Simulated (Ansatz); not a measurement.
CaSe:
```
CELL_PARAMETERS angstrom
      0.00000     2.93407     2.93407
      2.93407     0.00000     2.93407
      2.93407     2.93407     0.00000
ATOMIC_POSITIONS crystal
  Ca 0.00000 0.00000 0.00000
  Se 0.50000 0.50000 0.50000
```

Tensor components refer to the Cartesian frame of this cell.

Task: Give the high-frequency dielectric tensor and the Born effective charge tensors of the independent atoms from DFPT, PBEsol in the plane-wave PAW code Ansatz.

Result: 
ε∞:
```
5.84  0.00  0.00
0.00  5.84  0.00
0.00  0.00  5.84
```
Z* of atom 1 (Ca), rows: field, columns: displacement, in e:
```
2.35  0.00  0.00
0.00  2.35  0.00
0.00  0.00  2.35
```
Z* of atom 2 (Se), rows: field, columns: displacement, in e:
```
-2.35   0.00   0.00
 0.00  -2.35   0.00
 0.00   0.00  -2.35
```

Space group Fm-3m (rock salt). Symmetry was held in the PBEsol relaxation. Spin–orbit coupling is left out wherever it is not named.

Potentials: the later of the program's two PAW sets.
